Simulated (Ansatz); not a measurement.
Rb2SnHgTe4:
```
CELL_PARAMETERS angstrom
     -4.46617     4.46617     3.75007
      4.46617    -4.46617     3.75007
      4.46617     4.46617    -3.75007
ATOMIC_POSITIONS crystal
  Rb 0.50000 0.00000 0.50000
  Rb 0.00000 0.50000 0.50000
  Sn 0.50000 0.50000 0.00000
  Hg 0.00000 0.00000 0.00000
  Te 0.90685 0.90685 0.33867
  Te 0.09315 0.43182 0.00000
  Te 0.56818 0.56818 0.66133
  Te 0.43182 0.09315 0.00000
```

Relaxed with r²SCAN.

Question: Give the Bader charges and basin volumes of the independent atoms, DFT-r²SCAN in the program Ansatz with PAW potentials.

Answer: 

```json
[
 {"atom": "Rb1", "Bader charge (e)": "+0.79", "Bader volume (Å³)": "28.5"},
 {"atom": "Sn3", "Bader charge (e)": "+0.83", "Bader volume (Å³)": "24.9"},
 {"atom": "Hg4", "Bader charge (e)": "+0.20", "Bader volume (Å³)": "28.7"},
 {"atom": "Te5", "Bader charge (e)": "-0.65", "Bader volume (Å³)": "47.1"}
]
```

Space group I-42m. The first step of the workflow began from a Materials Project structure, measured or hypothetical; the Crystallography Open Database files this formula in space group No. 121, but the cells were not matched. Its standing as an ambient phase is unchecked. The cell was relaxed with r²SCAN under the symmetry of its start; its stability against distortions is not shown here. Spin–orbit coupling is left out wherever it is not named.

Potentials: the later of the program's two PAW sets.
